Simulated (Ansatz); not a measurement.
A generator proposed this cell of HfBr.

```
CELL_PARAMETERS angstrom
3.84676 0.00000 0.00000
0.00000 3.84676 0.00000
0.00000 0.00000 3.84676
ATOMIC_POSITIONS crystal
Hf 0.00000 0.00000 0.00000
Br 0.50000 0.50000 0.50000
```

Method: Ansatz 0.2.0, DFT PBE, scalar-relativistic, plane waves, PAW. Plane waves to 420 eV, a k mesh through Γ of 4×4×4 on the computed 2-atom cell and Gaussian smearing (0.10 eV); no spin polarisation.

Formation energies are uncorrected and refer to the elements' standard structures at the same level. The references include crystalline Br.

Task: How far from equilibrium is it?

Result: The pressure is -11.6 GPa (it wants to contract), the largest force is 0.00 eV/Å (symmetry fixes the atoms), and the energy is +0.61 eV/atom against the elements. The shortest distance is 3.33 Å.

Task: Is it a good guess?

Result: A rough one: relaxing gains about 0.36 eV/atom (the start's value is from the coarse mesh, so the gain is rough) in 14 ionic steps and ends at +0.24 eV/atom on the finer mesh. The symmetry stays Pm-3m (No. 221). The end has the caesium chloride type. The volume per atom shrinks by 27.5 %, from 28.5 to 20.6 Å³. The shortest distance goes from 3.33 Å (Hf–Br) to 2.99 Å (Hf–Br). Conventional cell: a = 3.456 Å. Hf is surrounded by 8 Br at 2.99 Å and 6 Hf at 3.46 Å; Br is surrounded by 8 Hf at 2.99 Å and 6 Br at 3.46 Å.

The last run used a 16×16×16 mesh for its 2-atom cell and Gaussian smearing of 0.10 eV. Spin–orbit coupling, which can matter for Hf, is left out. An odd number of electrons in the primitive cell allows no gap without spin; a larger cell or a magnetic state could open one. The cell is a metal run without spin; a magnetic state may lie lower. The reference form of Br is held partly by dispersion forces, which this level lacks. The relaxation can't lower the symmetry of the start, and the grade says only how near the guess is to its own end. Symmetry constrained the relaxation, so the result can be a saddle point. Another cell of HfBr relaxed alike, in P6/mmm, lies 0.41 eV/atom lower, so this cell isn't the stable form at this level.
